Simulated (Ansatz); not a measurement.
Sn5B2Rh6: reading a single point

```xyz
13
Lattice="3.2663 5.6574 0.0000 -3.2663 5.6574 0.0000 0.0000 0.0000 5.5601" Properties=species:S:1:pos:R:3 pbc="T T T"
B     0.0000    0.0000    2.7801
Sn   -1.9539    3.3843    0.0000
Sn    0.6415    5.6574    0.0000
Sn    1.3124    2.2732    0.0000
B     0.0000    0.0000    0.0000
Sn   -0.0003    3.7718    2.7801
Sn    0.0003    7.5431    2.7801
Rh   -1.5998    5.6574    1.4134
Rh    2.4331    4.2142    4.1468
Rh   -0.8332    1.4432    1.4134
Rh   -1.5998    5.6574    4.1468
Rh    2.4331    4.2142    1.4134
Rh   -0.8332    1.4432    4.1468
```

Single point in Ansatz 0.2.0 with PBEsol, no spin polarisation. Cutoff 420 eV, PAW datasets, 5×5×5 Γ-centred k mesh, gaussian filling (width 0.0114 eV).

(1) Where is the largest force?

(2) Is the cell too large or too small?

(3) Is it stable against the elements?

(4) What happens at the Fermi level?

(5) Which element gives electrons and which takes them?

Origin: a database entry at a rescaled volume.

Answers

(1) The largest is on Rh10 (and as large on other atoms): 0.23 eV/Å, components (0.11, -0.19, -0.08). It makes 59° with the line to a nearest neighbour, B1 at 2.16 Å.

(2) The pressure is 1.4 GPa (compression positive), so with the atoms held at these fractions the cell would first expand. The principal stresses 0.5, 1.9, 1.9 GPa differ, so its shape would change too.

(3) -0.49 eV an atom against the elements' usual phases (free molecules for gases, crystals otherwise, with no correction for O₂ or N₂), so it is bound against them; other compounds may still compete. Relaxing would lower it.

(4) It is a metal, with about 3.3 states/eV a cell as the mean within 0.25 eV of the Fermi level, mostly Rh d (56 %) and Sn p (24 %).

(5) Bader charges in e: Sn +0.59 to +0.71, B +0.12, Rh -0.59. In the mean Sn gives up most and Rh takes most.
